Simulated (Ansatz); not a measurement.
Input:

V₂O₅:
```
CELL_PARAMETERS angstrom
      6.16928     0.00000     0.00000
      0.00000     3.51936     0.00000
     -0.00001     0.00000     6.96361
ATOMIC_POSITIONS crystal
  V  0.25921 0.25000 0.28152
  V  0.74079 0.75000 0.71848
  V  0.80616 0.25000 0.09785
  V  0.19384 0.75000 0.90215
  O  0.25880 0.75000 0.19593
  O  0.74120 0.25000 0.80407
  O  0.96155 0.25000 0.30167
  O  0.03845 0.75000 0.69833
  O  0.55684 0.25000 0.17397
  O  0.44316 0.75000 0.82603
  O  0.85675 0.75000 0.03205
  O  0.14325 0.25000 0.96795
  O  0.32424 0.25000 0.49787
  O  0.67576 0.75000 0.50213
```

This is the LDA-relaxed structure. x, y and z are the axes in which the lattice vectors are written.

Task: All from the program Ansatz at the LDA level (PAW), unless another level is named. Give the formation energy from the elements (no fitted shifts).

Result: -2.35 eV/atom.

Task: Predict the hole effective mass.

Result: 1.9, 2.1, 2.8 mₑ (principal values).

Task: Give the smallest direct gap on the standard path.

Result: 1.74 eV.

Task: Predict the band gap.

Result: 1.42 eV (indirect).

Task: Give the valence-band maximum.

Result: on the A–E line, 94 % of the way from A (k = -0.500, 0.469, -0.500 in fractions of the reciprocal vectors).

Space group P2_1/m. The workflow started from a Materials Project entry (that database holds measured and hypothetical structures alike); the Crystallography Open Database copy checked does not list it. COD files the formula under space group No. 31, 59. Its standing as an ambient phase is unchecked. Symmetry was held in the LDA relaxation; phonons show weakly imaginary modes. The run is not spin-polarised. No Hubbard U is applied. A crystal of weakly bound layers computed without a dispersion correction: the cell and the soft elastic constants depend strongly on that. The references are the lowest solids computed at this level, not always the standard phases (solids in place of the gases).

Potentials: the later of the program's two PAW sets.
